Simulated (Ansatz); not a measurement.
LaB₆ in space group Pm-3m (No. 221; La on 1a, B on 6f), plane-wave PAW PBEsol (Ansatz code), all energies at zero smearing, with the estimated change up to a 700 eV cutoff added, with one set of potentials and settings (totals compare only within such a set). Cell of 7 atoms (1 La, 6 B): -7081.241 eV.

```
element                reference phase  E (eV/atom)
-------  -----------------------------  -----------
La       P6_3/mmc, 4 atoms in the cell   -6161.2767
B           R-3m, 12 atoms in the cell    -152.6698
```

Formation energy per atom, worked out: (-7081.241 − 1×(-6161.2767) − 6×(-152.6698))/7 = -0.564 eV/atom (-54 kJ per mol of atoms), at 0 K, without zero-point energy or fitted corrections.

The PBEsol relaxation kept the symmetry of its start; of distortions, only those at the zone centre were tested. The references are the lowest solids computed at this level, not always the standard phases. Spin–orbit coupling is left out wherever it is not named.

Potentials: the later of the program's two PAW sets.
